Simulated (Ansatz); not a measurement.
Values for one crystal, relaxed and computed with PBEsol (plane waves, PAW; program Ansatz); other levels are named.

- Volume per atom = 9.52 Å³
- Electronic character = metallic (no gap)
- Formation energy from the elements (no fitted shifts) = -11 kJ/mol of atoms
- Young's modulus = 401 GPa
- Hill bulk and shear moduli = 272 and 160 GPa
- Poisson's ratio = 0.25
- Debye temperature from the elastic constants = 760 K

Q: Pick the material that matches.
(A) LiC6, Cmmm (C on 4i, C on 4i, C on 4i, Li on 2c)
(B) Sn3Te2Se, P-3m1 (Sn on 1b, Sn on 2d, Te on 2d, Se on 1a)
(C) Cr2C, P-3m1 (Cr on 2d, C on 1b)
(D) TaC, rock salt

A: C, Cr2C, P-3m1 (Cr on 2d, C on 1b)

The workflow started from a Materials Project entry (that database holds measured and hypothetical structures alike); the Crystallography Open Database copy checked does not list it. Its standing as an ambient phase is unchecked. The cell was relaxed with PBEsol under the symmetry of its start; of distortions, only those at the zone centre were tested. No spin polarisation was allowed. As this level gives no gap, shear constants depend on the k-mesh and smearing (Fermi–Dirac, 0.1 eV here). On the denser mesh and wider smearing of the elastic run this cell carries a stress of 0.5 GPa. The references are the lowest solids computed at this level, not always the standard phases.

Potentials: the later of the program's two PAW sets.
